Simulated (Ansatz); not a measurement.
One crystal and one scan (energy over volume and axial ratio) at two levels, PBE-D3(BJ) (plane waves to 420 eV, PAW, scalar-relativistic; Ansatz, a quantum-chemistry and plane-wave program) and r2SCAN+rVV10 (plane waves to 500 eV, PAW, scalar-relativistic; Ansatz), each from its own relaxed cell and on its own mesh. The cell shown is that of PBE-D3(BJ).

C (graphite type, space group P6_3/mmc)

```
CELL_PARAMETERS angstrom
      2.46500     0.00000     0.00000
     -1.23250     2.13475     0.00000
      0.00000     0.00000     6.73046
ATOMIC_POSITIONS crystal
  C  0.00000 0.00000 0.25000
  C  0.00000 0.00000 0.75000
  C  0.33333 0.66667 0.25000
  C  0.66667 0.33333 0.75000
```

The relaxed cell is deformed in two ways at once: its volume V is scaled, and at that volume it is stretched along z (the c axis of the conventional cell) so that c/a changes. Fractional atomic positions are held.

The energy includes the smearing's −TS. C was relaxed with its symmetry unable to fall. With partly filled bands, the response to shear is sensitive to the k mesh, so small differences along c/a are uncertain. Percentages come from the unrounded values. Both scans cover V/V₀ from 0.920 to 1.080 and (c/a)/(c/a)₀ from 0.920 to 1.080.

```
quantity                                                                                      PBE-D3(BJ)  r2SCAN+rVV10  PBE-D3(BJ) − r2SCAN+rVV10
--------------------------------------------------------------------------------------------  ----------  ------------  -------------------------
Lattice constant a (Å)                                                                             2.465         2.455            +0.010 (+0.4 %)
Lattice constant c (Å)                                                                             6.730         6.671            +0.059 (+0.9 %)
Relaxed volume (Å³/atom)                                                                            8.85          8.71             +0.14 (+1.7 %)
Modulus against c/a change at fixed volume, (3/4V)·∂²E/∂(ln c/a)² (fit, atoms clamped) (GPa)         232           233                  -1 (-1 %)
```

PBE-D3(BJ) gives the higher value for: lattice constant a; lattice constant c; relaxed volume. They agree on: modulus against c/a change at fixed volume (within 1.5 %). Neither level is exact: the differences show how much the result hangs on the functional.

(Under strain, the slope of the energy per volume gives the stress and its curvature an elastic modulus.)
